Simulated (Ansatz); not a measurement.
Ansatz input

```yaml
crystal:
  lattice:
    - [-2.3872555793, 2.3872555793, 1.3034415463]
    - [2.3872555793, -2.3872555793, 1.3034415463]
    - [2.3872555793, 2.3872555793, -1.3034415463]
  atoms:
    - { symbol: Ir, position: [0.0, 0.0, 0.0], spin: 1.0 }
    - { symbol: Ir, position: [0.75, 0.25, 0.5], spin: 1.0 }
hamiltonian:
  xc: r2scan
  pseudopotentials:
    kind: paw
    azcp:
      Ir: "pseudopotentials/Ir.paw.azcp"
basis:
  ecutwfc: 500
  fft_grid_basis: typed
kpoints:
  mp_grid: { grid: [14, 14, 9], shift: [0, 0, 0] }
magnetization:
  spin_polarized: true
scf:
  occupations: { method: fermi_dirac, width: 0.05 }
relax:
  max_steps: 60
  f_tol: 0.01
  cell: {}
```

Output

```
Warning: crystal.symmetry: narrowed to the stabiliser of the k-point mesh — unitary ops 16 → 4; excluded 12 operations that carry a point of the 14×14×9 mesh (shift [0, 0, 0]) off the mesh (the run samples exactly the mesh kpoints.mp_grid names, as under crystal.symmetry.detect: false, and its converged state has the mesh's symmetry, not the crystal's; ε∞, the Born charges and the force constants of a linear response (`dielectric:` by the response, `phonons.method: dfpt`) are averaged over those of the crystal's operations that the state keeps within a tolerance, where `mesh_tensors`, `unaveraged_element` or `gamma_mean_max_change_ev_ang2` stands beside them; a row that `dielectric.field_direction` solves alone is averaged likewise, with nothing beside; a Γ-centred mesh of equal divisions is mapped onto itself by every operation and keeps the whole group, as does a half-shifted one under kpoints.further_shifts: images)
Engine: ansatz 0.2.0, x86_64-unknown-linux-gnu
Pseudopotentials: kind: paw
Pseudopotential: Ir, paw, valence charge 17, recommended cutoff 500 eV (meta_gga) 
Functional definition: r2SCAN
  parameter k0 = 0.174
  parameter k1 = 0.065
  parameter a1 = 4.9479
  exchange = r2scan_x(k0 = k0, k1 = k1, a1 = a1)
  correlation = r2scan_c
Crystal: 2 atoms, lattice volume = 29.713 Å³
Basis set: ecut = 500 eV, 765 PW (Γ), exchange–correlation on 108×108×108 points (64 copies of the dense FFT grid, shifted against one another)
Bands: 22, of which v1, the nominal top of the filled ones, is band 17 counted from 1 (16 counted from 0)
Symmetry: 4 space group operations
k-points: 477 of 1764
Non-local potential: Ir, projectors of the file, l = 0: 3, l = 1: 2, l = 2: 2, l = 3: 1
PAW form: soft (Blöchl's): semilocal exchange-correlation on the pseudo side does not see the compensation charge
PAW frozen core: Ir, regenerated for the run's functional (the file was generated under x = pbe(κ = 0.804, μ = 0.2195149727645171), c = pbe(β = 0.06672455060314922))
PAW one-centre angular grid: Ir, 590 points (default); XC on 160 Gauss nodes
Initial density: superposition of atomic densities (chi_scale 0.1, normalization cell)
Starting moments: Σ|m| = 2 μB on 2 of 2 sites
Initial wavefunctions: pseudopotential atomic-orbital guess
Functional: x = r2scan, c = r2scan; τ floored in thin density (d = 2e-4 eV/Å³)
iter 1 solved again at ethr=7.35e-4 eV; its pass at ethr=3.10e-3 eV (dr2=2.50e-1 eV) is discarded
SCF iter   1: F=—  HF=-23895.017960 eV  |F-HF|=—  |Δ(HF+E_count)|=         —  Δρ=3.28e-2 (↑3.28e-2 ↓2.41e-2)  dr2=3.02e-1  dr2_τ=2.37e-2  dr2_m=8.78e-2  M=1.177 μB ∫|m|=1.188 μB  β_m=0.73  ethr=7.35e-4  ⟨swp⟩=2.1  Hψ=124984  notcnv=0
Mixer restart at iter 1: flushing history
eigensolver tolerance schedule calibrated: the retry pair's looser diagonalisation under-reported the residual by θ = 0.17 (0.28/decade); ethr = c·dr2/N_el runs at the constant in force after the calibration composes with the one it found (an armed cap, an earlier calibration), c = 1.3e-2
spin=Collinear: Kerker preconditioning applied to the charge; magnetization (m = ρ↑ − ρ↓) channel mixes plain (no charge-response kernel on spin).
SCF iter   2: F=—  HF=-23895.088491 eV  |F-HF|=—  |Δ(HF+E_count)|=   7.05e-2  Δρ=1.90e-2 (↑1.90e-2 ↓1.56e-2)  dr2=1.10e-1  dr2_τ=5.65e-3  dr2_m=1.82e-2  M=1.034 μB ∫|m|=1.050 μB  β_m=1.00  ethr=1.16e-4  ⟨swp⟩=3.3  Hψ=52787  notcnv=0  defer=16  κ⁻¹=1.0e0(r=1)
...
SCF iter  10: F=-23896.553123 eV  HF=-23896.553123 eV  |F-HF|=1.09e-11  |Δ(HF+E_count)|=  8.73e-11  Δρ=6.74e-8 (↑6.10e-8 ↓6.74e-8)  dr2=3.76e-12  dr2_τ=1.14e-13  dr2_m=1.64e-14  M=0.000 μB ∫|m|=0.000 μB  ethr=1.00e-12  ⟨swp⟩=3.6  Hψ=76116  notcnv=0
the starting moments were not kept: the SCF closed with an absolute magnetisation of 1.7e-7 μB, where they sum to 2 μB in size (2 sites). That is at most 0.1 of that sum. Measured as dr2_m measures the in/out step, that magnetisation stands 6.9e-15 eV from none, at or under the dr2_threshold of 2.0e-11 eV: it is no larger than a step whose dr2_m would equal this threshold.
SCF 18 converged in 10 iterations: F = -23896.553123 eV  dr2 = 3.76e-12
relax step  18: F+E_penalty+E_count = -23896.55312273 eV  Δ(F+E_penalty+E_count) = -2.657e-5 eV  max|allowed force component| = 1.766e-4 eV/Å  Δτ_max = 0.0000 Å  P = +0.009 GPa  Ω = 30.983 Å³  stress off target by 1.55e-2 GPa  SCF on the basis re-selected at this cell (its energy is not comparable with the rows above)  (10 SCF iters)
basis re-selected at this cell: Δ(F+E_penalty+E_count) = -2.657e-5 eV, ΔP = +0.000 GPa vs the last step (what re-selecting the basis moved, of the pressure what is left beyond the Pulay correction that the steps carried, after the strain that the cell walked since its last selection, with what the two solves' SCF thresholds leave and, on support functions, any second-order correction that the steps lacked; it is no measure of the basis error at this ecutwfc). This SCF's stress stands 1.55e-2 GPa from its target on what of the cell is left free (relax.cell.stress_tol is 5.00e-2 GPa) and its largest allowed force component is 1.77e-4 eV/Å (relax.f_tol is 1.00e-2 eV/Å): within both
SCF converged after 10 iterations
Stability not checked: this state was not tested for a lower state beside it, because the mixer in use, unlike msr1, does not test its closes by its own steps (another_mixer; see scf.mixing.algorithm and scf.lower_state_search)
Magnetization: 0.0000 μB (17.0000 up, 17.0000 down)
Absolute magnetization: 0.0000 μB (∫|ρ↑−ρ↓|, with the PAW one-centre terms)
Spin contamination: 0.0000 ħ² per cell (⟨S²⟩ above its minimum at these occupations)
Per-site moments (μB) at R_I (Å): [(7.603054736114094e-8, 1.0719981405267174), (7.603054740856264e-8, 1.0719981405267174)]
Free energy (F): -23896.553123 eV
Harris-Foulkes:  -23896.553123 eV  (|F-HF|=1.09e-11)
Internal energy: -23896.536887 eV  (E = F + TS)
E sigma→0 (E₀):  -23896.545005 eV
Entropy (-TS):   -0.016236 eV (-8.118 meV/atom)
Fermi energy:    22.481815 eV
--- Per-component energies (eV) ---
  E_band       = -284.535163
  E_kinetic    = 1246.155610
  E_local      = -2461.653385  (includes V_loc(G=0)·N_el)
  E_nonlocal   = 149.741801
  E_hartree    = 942.713534
  E_xc         = -509.781802
  E_vxc        = -665.325169  (∫ρ·V_xc dr)
  E_paw        = -18499.914518  (= ΣΔE_a)
  E_vpaw       = -480.217537  (= ΣTr[D̂ρ^β])
  E_aug_tail   = -0.000037  (compensation charges beyond the density's cutoff)
  E_vtau       = 41.336589  (kinetic-family band-sum trace: ∫τ·v_τ [+ j·A + Jᵃ·Aᵃ] dr)
  E_ewald      = -4763.164304
  E_core_change = -0.633787  (= ΣΔE_core)
  E_smearing   = -0.016236  (= −TS)
  E_closure    = 0.000000  (closes the sum)
  Σ components = -23896.553123   (vs F -23896.553123, Δ=0.00e0)
--- Forces (eV/Å), atoms counted from 1 ---
  atom   1  Ir     0.00017659    -0.00017659     0.00000000
  atom   2  Ir    -0.00017659     0.00017659     0.00000000
  max |Σ_I F_I| component: 0.00e0 eV/Å
--- Stress (GPa, compression-positive) ---
        0.008773       0.006388       0.001099
        0.006388       0.008773       0.001099
        0.001099       0.001099       0.008693
  P = ⅓ Tr σ = 0.0087 GPa (0.087 kbar)
--- Relaxed structure (16 steps of the walk, 16 accepted, 2 SCFs on fresh bases) ---
  F+E_penalty+E_count = -23896.55312273 eV   max|allowed force component| = 1.766e-4 eV/Å   (the final SCF, on the basis selected at the relaxed cell)
  cell:  # Å, volume = 30.9833 Å³
    - [-2.1414673313835078, 2.4917928898190453, 1.305294838007691]
    - [2.4917928898190453, -2.1414673313835078, 1.305294838007691]
    - [2.4724878896555174, 2.4724878896555174, -0.6636729361121849]
  atoms:
    - { symbol: Ir, position: [0.022001125144031915, -0.022001125144031915, 0.0] }
    - { symbol: Ir, position: [0.7279988748559683, 0.27200112514403196, 0.5] }
```
